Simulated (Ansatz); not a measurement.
Li:
```
Li
1.0
   -3.36240     3.36240     3.36240
    3.36240    -3.36240     3.36240
    3.36240     3.36240    -3.36240
Li
8
Direct
  0.01054   0.50000   0.00000
  0.50000   0.00000   0.51054
  0.00000   0.01054   0.50000
  0.98946   0.98946   0.98946
  0.48946   0.48946   0.48946
  0.00000   0.51054   0.50000
  0.50000   0.00000   0.01054
  0.51054   0.50000   0.00000
```

Relaxed with LDA. Special points in fractions of this cell's reciprocal vectors: Γ (0.000, 0.000, 0.000); H (0.500, -0.500, 0.500); N (0.000, 0.000, 0.500); P (0.250, 0.250, 0.250).

List the band energies nearest the Fermi level at these points for the program Ansatz at the LDA level (PAW).

In eV from the Fermi level; about four levels below and three above (degenerate sets whole), none deeper than 8.9 eV; points with the same levels are listed once.

```tsv
k	below	above
Γ	-3.59	0.21 0.21 0.21 0.21 0.21 0.21
H	-1.15 -1.15 -1.15 -1.15 -1.15 -1.15	3.48 3.48 3.48 3.48 3.48 3.48
N	-2.40 -2.40 -0.06 -0.06	0.01 0.01 1.82 1.82
P	-1.80 -1.80 -1.80 -1.80	2.56 2.56 2.63 2.63 2.63 2.63
```

Space group I-43d (cI16). The workflow started from a Materials Project entry (that database holds measured and hypothetical structures alike); the Crystallography Open Database copy checked does not list it. It is not the phase usual at ambient conditions (space group No. 229). Symmetry was held in the LDA relaxation; its stability against distortions is not shown here.

Potentials: the later of the program's two PAW sets.
